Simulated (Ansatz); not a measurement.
Cs₂PdBr₆ in space group Fm-3m (No. 225; Cs on 8c, Pd on 4a, Br on 24e) at seven volumes, r²SCAN (plane waves, PAW; program Ansatz), shape and atoms relaxed at each. One row is withheld.

| V (Å³/atom) | P (GPa) |
|---|---|
| 31.577 | 1.51 |
| 32.617 | 0.89 |
| 33.658 | 0.38 |
| 34.699 | 0.00 |
| 35.740 | -0.32 |
| 36.781 | ? |
| 37.822 | -0.75 |

### Question
Fit the shown pressures and predict the withheld one.

### Answer
P = (3/2)B₀(x^(7/2) − x^(5/2))[1 + (3/4)(B′ − 4)(x − 1)] with x = (V₀/V)^(2/3). Least squares on the six rows gives V₀ = 34.679 Å³/atom, B₀ = 11.7 GPa, B′ = 6.91. At V = 36.781, x = 0.9615 and P = -0.56 GPa. The run itself gave -0.55 GPa.

The workflow started from a Materials Project entry (that database holds measured and hypothetical structures alike); the Crystallography Open Database copy checked does not list it. Whether it is the stable phase at ambient conditions was not checked. The cell was relaxed with r²SCAN under the symmetry of its start; its stability against distortions is not shown here. No spin polarisation was allowed. Scalar-relativistic: spin–orbit coupling is off unless named, which matters more the heavier the elements.

Potentials: the later of the program's two PAW sets.
